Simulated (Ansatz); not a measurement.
ZnSnO$_{3}$:
```cif
data_O18Sn6Zn6
_chemical_formula_sum 'Zn6 Sn6 O18'
_space_group_name_H-M_alt 'R-3 :H'
_space_group_IT_number 148
_space_group_name_Hall '-R 3'
_cell_length_a 5.30785
_cell_length_b 5.30785
_cell_length_c 14.02445
_cell_angle_alpha 90.000
_cell_angle_beta 90.000
_cell_angle_gamma 120.000
loop_
_atom_site_label
_atom_site_type_symbol
_atom_site_symmetry_multiplicity
_atom_site_Wyckoff_symbol
_atom_site_fract_x
_atom_site_fract_y
_atom_site_fract_z
_atom_site_occupancy
Zn1 Zn 6 c 0.00000 0.00000 0.36505 1
Sn1 Sn 6 c 0.00000 0.00000 0.14916 1
O1 O 18 f 0.36184 0.03491 0.08454 1
```
(The calculation used a cell of 10 atoms; values per cell refer to that cell.)

Relaxed with PBEsol.

Give the optical modes at the zone centre with their infrared activity from DFPT, PBEsol in the plane-wave PAW code Ansatz.

Transverse frequencies, without the LO–TO term; a row sums one degenerate level.

| ω (cm⁻¹) | degeneracy | IR ((D/Å)²/amu) | activity |
|---|---|---|---|
| 113 | 1 | 0.00 | IR-inactive |
| 163 | 2 | 0.00 | IR-inactive |
| 163 | 1 | 0.00 | IR-inactive |
| 165 | 1 | 15.78 | IR |
| 170 | 2 | 2.30 | IR |
| 228 | 2 | 0.00 | IR-inactive |
| 282 | 2 | 0.00 | IR-inactive |
| 294 | 2 | 36.86 | IR |
| 319 | 1 | 10.43 | IR |
| 373 | 1 | 0.00 | IR-inactive |
| 411 | 2 | 0.00 | IR-inactive |
| 442 | 2 | 56.48 | IR |
| 484 | 1 | 19.98 | IR |
| 500 | 2 | 12.22 | IR |
| 521 | 1 | 0.00 | IR-inactive |
| 568 | 1 | 0.33 | IR |
| 598 | 2 | 0.00 | IR-inactive |
| 606 | 1 | 0.00 | IR-inactive |

How high does the top mode go among those that the LO–TO term moves?

617 cm⁻¹ for q along x, 617 cm⁻¹ for q along y, 603 cm⁻¹ for q along z.

The first step of the workflow began from a Materials Project structure, measured or hypothetical; the Crystallography Open Database copy checked does not list it. Whether it is the stable phase at ambient conditions was not checked. Symmetry was held in the PBEsol relaxation; its stability against distortions is not shown here. Scalar-relativistic: spin–orbit coupling is off unless named, which matters more the heavier the elements.

Potentials: the later of the program's two PAW sets.
